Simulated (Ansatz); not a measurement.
Theory: Ansatz, DFT PBE, scalar-relativistic, plane waves, PAW. Settings: cutoff 420 eV, Γ-centred meshes spaced at most about 0.3 Å⁻¹, and about 0.25 Å⁻¹ or finer for metals (2π included), Gaussian smearing. No spin polarisation in the final relaxations.

These are static total energies at zero pressure. All come from trial cells, and lower structures may exist.

Task: Order these relaxed structures of Mg₂B₃ by energy, lowest first, with the energy over the lowest of them.
1.

```
Mg B
1.0
     3.45271    0.00000    0.00000
    -1.72636    2.99014    0.00000
     0.00000    0.00000    6.45133
Mg B
2 3
Direct
  0.66667 0.33333 0.67639
  0.33333 0.66667 0.30521
  0.83361 0.16639 0.03347
  0.83361 0.66723 0.03347
  0.33277 0.16639 0.03347
```

2.

```
Mg B
1.0
     1.73060    0.99916    6.11404
    -1.73060    0.99916    6.11404
     0.00000   -1.99832    6.11404
Mg B
2 3
Cartesian
  0.0000 0.0000 16.5110
  0.0000 0.0000 1.8312
  -0.8653 -0.4996 6.1140
  0.8653 -0.4996 6.1140
  0.0000 0.9992 6.1140
```

Result: 2 (0 meV/atom), 1 (85 meV/atom). Forms: 2 R-3m; 1 P3m1. Counting B atoms around Mg (those within 1.25 times the shortest such distance or 1.15 times the sum of covalent radii; a slash parts the counts of unlike sites): cell 2 has Mg 6; cell 1 has Mg 3/6. Cell 2 and cell 1 both hold B–B nets. Even the lowest lies +0.19 eV/atom against the elements.

A magnetic state wasn't ruled out in cells without spin, among them R-3m, P3m1. Cells relaxed within their symmetry can be saddle points. The R-3m cell of Mg2B3 came from shaking the P3m1 one. Some structure types and database cells were kept out of the candidates from the start, so a known form may be missing.
